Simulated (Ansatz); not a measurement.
The following input was run with Ansatz 0.2.0.

```yaml
crystal:
  lattice:
    - [6.1374452287, 0.0, 0.0]
    - [0.0, 6.1374452287, 0.0]
    - [0.0, 0.0, 6.1374452287]
  atoms:
    - { symbol: Mn, position: [0.1792851441, 0.8207148559, 0.3207148559] }
    - { symbol: Mn, position: [0.3207148559, 0.1792851441, 0.8207148559] }
    - { symbol: Mn, position: [0.8207148559, 0.3207148559, 0.1792851441] }
    - { symbol: Mn, position: [0.6792851441, 0.6792851441, 0.6792851441] }
    - { symbol: Mn, position: [0.5707148559, 0.4292851441, 0.9292851441] }
    - { symbol: Mn, position: [0.4292851441, 0.9292851441, 0.5707148559] }
    - { symbol: Mn, position: [0.9292851441, 0.5707148559, 0.4292851441] }
    - { symbol: Mn, position: [0.0707148559, 0.0707148559, 0.0707148559] }
    - { symbol: Al, position: [0.7958298742, 0.9541701258, 0.375] }
    - { symbol: Al, position: [0.7041701258, 0.0458298742, 0.875] }
    - { symbol: Al, position: [0.2041701258, 0.4541701258, 0.125] }
    - { symbol: Al, position: [0.2958298742, 0.5458298742, 0.625] }
    - { symbol: Al, position: [0.9541701258, 0.375, 0.7958298742] }
    - { symbol: Al, position: [0.0458298742, 0.875, 0.7041701258] }
    - { symbol: Al, position: [0.4541701258, 0.125, 0.2041701258] }
    - { symbol: Al, position: [0.5458298742, 0.625, 0.2958298742] }
    - { symbol: Al, position: [0.375, 0.7958298742, 0.9541701258] }
    - { symbol: Al, position: [0.875, 0.7041701258, 0.0458298742] }
    - { symbol: Al, position: [0.125, 0.2041701258, 0.4541701258] }
    - { symbol: Al, position: [0.625, 0.2958298742, 0.5458298742] }
basis:
  ecutwfc: 420
kpoints:
  mp_grid: { grid: [6, 6, 6] }
hamiltonian:
  xc: pbesol
scf:
  occupations: { method: gaussian, width: 0.1 }
output:
  forces: true
  stress: true
  eigenvalues: true
  write_density: true
  write_potential: true
  elf: true
  volumetric_format: npy
relax:
  adjacent_minimum: "off"
  f_tol: 0.01
  max_steps: 30
```

Launched with
```bash
ansatz run input.yaml --threads 4 --pin off --max-ram 10240MiB --backend cpu --events-out ev --progress --plain --runs-dir out
```

Theory: DFT PBEsol, scalar-relativistic, plane waves, PAW (Ansatz).

Part of what the program printed, abridged (iterations and final results):

```
SCF iter   1: F=—  HF=-37248.602387 eV  |F-HF|=—  |Δ(HF+E_count)|=         —  Δρ=1.32e-2  dr2=1.89e-1  ethr=1.77e-3  ⟨swp⟩=7.0  Hψ=7968  notcnv=0
SCF iter   2: F=—  HF=-37248.559631 eV  |F-HF|=—  |Δ(HF+E_count)|=   4.28e-2  Δρ=6.44e-3  dr2=5.97e-2  ethr=1.21e-4  ⟨swp⟩=2.0  Hψ=2435  notcnv=0  defer=190
SCF iter   3: F=—  HF=-37248.541426 eV  |F-HF|=—  |Δ(HF+E_count)|=   1.82e-2  Δρ=1.36e-3  dr2=7.89e-3  ethr=3.83e-5  ⟨swp⟩=2.0  Hψ=2871  notcnv=0  defer=190
SCF iter   4: F=—  HF=-37248.540359 eV  |F-HF|=—  |Δ(HF+E_count)|=   1.07e-3  Δρ=3.68e-4  dr2=8.19e-4  ethr=5.06e-6  ⟨swp⟩=2.1  Hψ=2355  notcnv=0  defer=190
SCF iter   5: F=—  HF=-37248.540015 eV  |F-HF|=—  |Δ(HF+E_count)|=   3.44e-4  Δρ=1.64e-4  dr2=7.35e-5  ethr=5.25e-7  ⟨swp⟩=2.0  Hψ=2740  notcnv=0  defer=190
SCF iter   6: F=—  HF=-37248.540004 eV  |F-HF|=—  |Δ(HF+E_count)|=   1.16e-5  Δρ=4.20e-5  dr2=3.58e-6  ethr=4.71e-8  ⟨swp⟩=2.0  Hψ=3062  notcnv=0  defer=190
SCF iter   7: F=-37248.540003 eV  HF=-37248.540003 eV  |F-HF|=3.25e-7  |Δ(HF+E_count)|=   3.74e-7  Δρ=1.18e-5  dr2=3.41e-7  ethr=1.60e-9  ⟨swp⟩=13.4  Hψ=14923  notcnv=0
SCF 1 converged in 7 iterations: F = -37248.540003 eV  dr2 = 3.41e-7
  Residual-converged pass: ⟨swp⟩=1.0  Hψ=2040  notcnv=0  max |occ|·‖R‖ = 7.0e-9 eV (tolerance 1.0e-8 eV) dr2=3.41e-7  dr2_onsite=5.94e-8  max |Δocc| = 5.2e-11
relax step   1: F+E_penalty+E_count = -37248.54000315 eV  Δ(F+E_penalty+E_count) = +0.000e0 eV  max|allowed force component| = 4.245e-2 eV/Å  Δτ_max = 0.0000 Å  (7 SCF iters, dr2 threshold 2.50e-6 eV, accepted)
Initial density: handed on by an earlier stage of this run
Initial wavefunctions: those handed on with the density
SCF iter   1: F=—  HF=-37248.541531 eV  |F-HF|=—  |Δ(HF+E_count)|=         —  Δρ=4.31e-4  dr2=8.73e-4  ethr=5.64e-7  ⟨swp⟩=1.0  Hψ=4680  notcnv=0
SCF iter   2: F=—  HF=-37248.541374 eV  |F-HF|=—  |Δ(HF+E_count)|=   1.57e-4  Δρ=2.30e-4  dr2=3.35e-4  ethr=5.60e-7  ⟨swp⟩=1.1  Hψ=1768  notcnv=0
SCF iter   3: F=—  HF=-37248.541274 eV  |F-HF|=—  |Δ(HF+E_count)|=   1.01e-4  Δρ=3.88e-5  dr2=4.89e-6  ethr=2.15e-7  ⟨swp⟩=2.0  Hψ=2668  notcnv=0
SCF iter   4: F=—  HF=-37248.541228 eV  |F-HF|=—  |Δ(HF+E_count)|=   4.60e-5  Δρ=1.48e-5  dr2=3.56e-7  ethr=3.14e-9  ⟨swp⟩=2.0  Hψ=2680  notcnv=0
SCF iter   5: F=-37248.541228 eV  HF=-37248.541228 eV  |F-HF|=1.43e-8  |Δ(HF+E_count)|=   3.92e-8  Δρ=3.00e-6  dr2=2.09e-8  ethr=2.28e-10  ⟨swp⟩=2.1  Hψ=2586  notcnv=0
SCF iter   6: F=-37248.541228 eV  HF=-37248.541228 eV  |F-HF|=8.51e-10  |Δ(HF+E_count)|=   7.02e-9  Δρ=8.00e-7  dr2=1.51e-9  ethr=1.34e-11  ⟨swp⟩=9.3  Hψ=12108  notcnv=0
SCF 2 converged in 6 iterations: F = -37248.541228 eV  dr2 = 1.51e-9
relax step   2: F+E_penalty+E_count = -37248.54122770 eV  Δ(F+E_penalty+E_count) = -1.225e-3 eV  max|allowed force component| = 1.776e-2 eV/Å  Δτ_max = 0.0014 Å  (6 SCF iters, dr2 threshold 1.13e-7 eV, accepted)
SCF iter   1: F=—  HF=-37248.541760 eV  |F-HF|=—  |Δ(HF+E_count)|=         —  Δρ=3.96e-4  dr2=5.86e-4  ethr=3.94e-6  ⟨swp⟩=2.0  Hψ=3344  notcnv=0
SCF iter   2: F=—  HF=-37248.541657 eV  |F-HF|=—  |Δ(HF+E_count)|=   1.02e-4  Δρ=2.04e-4  dr2=2.24e-4  ethr=3.76e-7  ⟨swp⟩=1.0  Hψ=2260  notcnv=0
SCF iter   3: F=—  HF=-37248.541586 eV  |F-HF|=—  |Δ(HF+E_count)|=   7.17e-5  Δρ=3.06e-5  dr2=3.74e-6  ethr=1.44e-7  ⟨swp⟩=2.0  Hψ=2665  notcnv=0
SCF iter   4: F=—  HF=-37248.541520 eV  |F-HF|=—  |Δ(HF+E_count)|=   6.53e-5  Δρ=1.24e-5  dr2=2.50e-7  ethr=2.39e-9  ⟨swp⟩=2.0  Hψ=2686  notcnv=0
SCF iter   5: F=-37248.541520 eV  HF=-37248.541520 eV  |F-HF|=1.23e-8  |Δ(HF+E_count)|=   2.25e-8  Δρ=2.94e-6  dr2=1.73e-8  ethr=1.60e-10  ⟨swp⟩=2.1  Hψ=2606  notcnv=0
SCF iter   6: F=-37248.541520 eV  HF=-37248.541520 eV  |F-HF|=7.35e-10  |Δ(HF+E_count)|=   5.18e-9  Δρ=7.45e-7  dr2=1.22e-9  ethr=1.11e-11  ⟨swp⟩=9.7  Hψ=12091  notcnv=0
SCF 3 converged in 6 iterations: F = -37248.541520 eV  dr2 = 1.22e-9
relax step   3: F+E_penalty+E_count = -37248.54152035 eV  Δ(F+E_penalty+E_count) = -2.927e-4 eV  max|allowed force component| = 5.886e-4 eV/Å  Δτ_max = 0.0017 Å  (6 SCF iters, accepted)
SCF converged after 6 iterations
Free energy (F): -37248.541520 eV
Harris-Foulkes:  -37248.541520 eV  (|F-HF|=7.35e-10)
Internal energy: -37248.501501 eV  (E = F + TS)
E sigma→0 (E₀):  -37248.521510 eV
Entropy (-TS):   -0.040020 eV (-2.001 meV/atom)
Fermi energy:    14.736189 eV
--- Per-component energies (eV) ---
  E_band       = -1593.881804
  E_kinetic    = 2836.802191
  E_local      = -21221.648841  (includes V_loc(G=0)·N_el)
  E_nonlocal   = 2042.515926
  E_hartree    = 9366.750256
  E_xc         = -1425.242078
  E_vxc        = -1575.224955  (∫ρ·V_xc dr)
  E_paw        = -15610.735581  (= ΣΔE_a)
  E_vpaw       = -2409.830219  (= ΣTr[D̂ρ^β])
  E_aug_tail   = -0.000112  (compensation charges beyond the density's cutoff)
  E_ewald      = -13238.530133
  E_core_change = 1.586871  (= ΣΔE_core)
  E_smearing   = -0.040020  (= −TS)
--- Forces (eV/Å), atoms counted from 1 ---
  atom   1  Mn     0.00058862    -0.00058862    -0.00058862
  atom   2  Mn    -0.00058862     0.00058862    -0.00058862
  atom   3  Mn    -0.00058862    -0.00058862     0.00058862
  atom   4  Mn     0.00058862     0.00058862     0.00058862
  atom   5  Mn    -0.00058862     0.00058862     0.00058862
  atom   6  Mn     0.00058862     0.00058862    -0.00058862
  atom   7  Mn     0.00058862    -0.00058862     0.00058862
  atom   8  Mn    -0.00058862    -0.00058862    -0.00058862
  atom   9  Al     0.00046777    -0.00046777     0.00000000
  atom  10  Al    -0.00046777     0.00046777     0.00000000
  atom  11  Al    -0.00046777    -0.00046777     0.00000000
  atom  12  Al     0.00046777     0.00046777     0.00000000
  atom  13  Al    -0.00046777     0.00000000     0.00046777
  atom  14  Al     0.00046777     0.00000000    -0.00046777
  atom  15  Al    -0.00046777     0.00000000    -0.00046777
  atom  16  Al     0.00046777     0.00000000     0.00046777
  atom  17  Al     0.00000000     0.00046777    -0.00046777
  atom  18  Al     0.00000000    -0.00046777     0.00046777
  atom  19  Al     0.00000000    -0.00046777    -0.00046777
  atom  20  Al     0.00000000     0.00046777     0.00046777
--- Stress (GPa, compression-positive) ---
       19.571327       0.000000       0.000000
        0.000000      19.571327       0.000000
        0.000000       0.000000      19.571327
  P = ⅓ Tr σ = 19.5713 GPa (195.713 kbar)
--- Band table (eV; the first three rows and the last of 20) ---
  k-point 0: bands = ["-64.1951", "-64.1246", "-64.1246", "-64.1246", "-64.0537", "-64.0537", "-64.0537", "-63.9824", "-33.4324", "-33.4324", "-33.4167", "-33.4167", "-33.4167", "-33.1996", "-33.1996", "-33.1996", "-33.0398", "-33.0398", "-33.0398", "-32.9403", "-32.8827", "-32.8827", "-32.8827", "-32.8542", "-32.8542", "-32.8542", "-32.8391", "-32.7442", "-32.7442", "-32.7442", "-32.7425", "-32.7425", "2.9028", "6.2337", "6.2337", "6.2337", "7.0276", "7.0276", "7.0276", "9.1926", "9.1926", "9.1926", "9.8223", "9.8223", "9.8366", "9.8366", "9.8366", "10.4723", "10.5659", "10.5659", "10.5659", "11.1857", "11.1857", "11.1857", "11.6840", "11.7789", "11.7789", "11.9962", "11.9962", "11.9962", " ...
  k-point 1: bands = ["-64.1927", "-64.1429", "-64.1222", "-64.1063", "-64.0721", "-64.0561", "-64.0353", "-63.9849", "-33.4319", "-33.4300", "-33.4207", "-33.4142", "-33.4090", "-33.2529", "-33.1958", "-33.1501", "-33.0851", "-33.0439", "-32.9998", "-32.9418", "-32.8857", "-32.8805", "-32.8719", "-32.8570", "-32.8544", "-32.8502", "-32.8395", "-32.7514", "-32.7496", "-32.7447", "-32.7415", "-32.7396", "3.0150", "5.4702", "6.3180", "6.5763", "6.8584", "7.0959", "7.7717", "8.4999", "8.7473", "9.2980", "9.4881", "9.7913", "9.9961", "10.0563", "10.1195", "10.4579", "10.6653", "10.8363", "10.8759", "11.0560", "11.0668", "11.2254", "11.3113", "11.7968", "11.8589", "11.9013", "11.9794", "12.1825", ...
  k-point 2: bands = ["-64.1857", "-64.1599", "-64.1151", "-64.0892", "-64.0892", "-64.0632", "-64.0181", "-63.9920", "-33.4305", "-33.4247", "-33.4242", "-33.4143", "-33.3864", "-33.3048", "-33.1836", "-33.1275", "-33.1087", "-33.0563", "-32.9717", "-32.9464", "-32.8815", "-32.8755", "-32.8681", "-32.8643", "-32.8461", "-32.8406", "-32.8343", "-32.7718", "-32.7536", "-32.7498", "-32.7392", "-32.7372", "3.3480", "4.6165", "6.5595", "6.8338", "7.0211", "7.2411", "7.8088", "8.1153", "8.6789", "8.7728", "9.0379", "9.9528", "9.9797", "10.1520", "10.5775", "10.6500", "10.7161", "10.8445", "10.9989", "11.0579", "11.1509", "11.1925", "11.2540", "11.7675", "11.8201", "11.8526", "12.2447", "12.4133", ...
  k-point 19: bands = ["-64.1504", "-64.1504", "-64.1504", "-64.1504", "-64.0277", "-64.0277", "-64.0277", "-64.0277", "-33.4118", "-33.4118", "-33.4118", "-33.4118", "-33.3028", "-33.3028", "-33.3028", "-33.3028", "-32.9768", "-32.9768", "-32.9768", "-32.9768", "-32.8694", "-32.8694", "-32.8694", "-32.8694", "-32.8114", "-32.8114", "-32.8114", "-32.8114", "-32.7630", "-32.7630", "-32.7630", "-32.7630", "5.3888", "5.3888", "5.3888", "5.3888", "6.2920", "6.2920", "6.2920", "6.2920", "10.3141", "10.3141", "10.3141", "10.3141", "10.7649", "10.7649", "10.7649", "10.7649", "11.0635", "11.0635", "11.0635", "11.0635", "11.4520", "11.4520", "11.4520", "11.4520", "11.8209", "11.8209", "11.8209", "11. ...
--- Relaxed structure (3 steps of the walk, 3 accepted, 0 SCFs on fresh bases) ---
  F+E_penalty+E_count = -37248.54152035 eV   max|allowed force component| = 5.886e-4 eV/Å
  atoms:
    - { symbol: Mn, position: [0.17958371, 0.82041628, 0.32041628] }
    - { symbol: Mn, position: [0.32041628, 0.17958371, 0.82041628] }
    - { symbol: Mn, position: [0.82041628, 0.32041628, 0.17958371] }
    - { symbol: Mn, position: [0.67958371, 0.67958371, 0.67958371] }
    - { symbol: Mn, position: [0.57041628, 0.42958371, 0.92958371] }
    - { symbol: Mn, position: [0.42958371, 0.92958371, 0.57041628] }
    - { symbol: Mn, position: [0.92958371, 0.57041628, 0.42958371] }
    - { symbol: Mn, position: [0.07041628, 0.07041628, 0.07041628] }
    - { symbol: Al, position: [0.79560327, 0.95439672, 0.37500000] }
    - { symbol: Al, position: [0.70439672, 0.04560327, 0.875] }
    - { symbol: Al, position: [0.20439672, 0.45439672, 0.125] }
    - { symbol: Al, position: [0.29560327, 0.54560327, 0.625] }
    - { symbol: Al, position: [0.95439672, 0.37500000, 0.79560327] }
    - { symbol: Al, position: [0.04560327, 0.875, 0.70439672] }
    - { symbol: Al, position: [0.45439672, 0.125, 0.20439672] }
    - { symbol: Al, position: [0.54560327, 0.625, 0.29560327] }
    - { symbol: Al, position: [0.37500000, 0.79560327, 0.95439672] }
    - { symbol: Al, position: [0.875, 0.70439672, 0.04560327] }
    - { symbol: Al, position: [0.125, 0.20439672, 0.45439672] }
    - { symbol: Al, position: [0.625, 0.29560327, 0.54560327] }
```

The relaxation met its thresholds.

It took 20 s on 4 threads of Intel(R) Xeon(R) 6975P-C (Granite Rapids) (shared host), peak memory 1 GiB.